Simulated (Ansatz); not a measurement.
Ge3Pd2: reading a single point

```
Pd Ge
1.0
     4.18032    0.00000    0.00000
    -2.09016    3.62026    0.00000
     0.00000    0.00000    5.12138
Pd Ge
2 3
Direct
  0.33330 0.66670 0.16000
  0.66670 0.33330 0.84000
  0.00000 0.00000 0.00000
  0.33330 0.66670 0.63300
  0.66670 0.33330 0.36700
```

The numbers come from plane-wave PAW DFT (Ansatz): r2SCAN, spin-orbit coupling, 500 eV, 7×7×5 Γ-centred k points, fermi-dirac occupations (width 0.1 eV). Nothing was relaxed.

The state carries no moments; the state need not be the lowest.

Q: What does the stress say?

A: The pressure is 17.7 GPa (compression positive), so with the atoms held at these fractions the cell would first expand. The principal stresses 16.3, 16.3, 20.5 GPa differ, so its shape would change too.

Q: Give the Bader charges.

A: Bader charges in e: Ge +0.30, Pd -0.46. In the mean Ge gives up most and Pd takes most.

Q: Is there a gap?

A: It is a metal, with about 2.3 states/eV a cell as the mean within 0.25 eV of the Fermi level, mostly Ge p (52 %), Pd d (25 %) and Ge s (18 %).

Q: Is it stable against the elements?

A: 0.03 eV an atom against the elements' usual phases (free molecules for gases, crystals otherwise, with no correction for O₂ or N₂), too near zero to call. Relaxing would lower it.

Q: Where is the largest force?

A: The largest is on Ge4 (and as large on other atoms): 0.58 eV/Å, components (0.00, 0.00, 0.58). It makes 180° with the line to a nearest neighbour, Pd1 at 2.42 Å, pointing away from it.

Origin: a known structure type with other elements, at an estimated volume, so it need not be a known compound. Caveats: atoms or cell far from equilibrium.
